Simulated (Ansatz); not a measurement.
PbS:
```
PbS
1.0
    0.00000     3.32376     3.32376
    3.32376     0.00000     3.32376
    3.32376     3.32376     0.00000
S Pb
1 1
Direct
  0.75000   0.75000   0.75000
  0.00000   0.00000   0.00000
```

DFT-PBE in the program Ansatz with PAW potentials gives a gap of 0.84 eV without spin–orbit coupling, maximum at W, minimum at X.

Problem. What happens when spin–orbit coupling is switched on?

Solution. The gap falls by 0.10 eV, to 0.74 eV; maximum at W, minimum on the X–U line, 12 % of the way from X.

Problem. Give the Z2 indices of the occupied bands with spin–orbit coupling.

Solution. 0;(000).

Space group F-43m (zinc blende). A made-up cell: these elements were put on the sites of a structure type; neither database checked (COD, Materials Project) lists it. It is not the phase usual at ambient conditions (space group No. 225). Symmetry was held in the PBE relaxation. At this level the phase is mechanically unstable.

Potentials: the later of the program's two PAW sets.
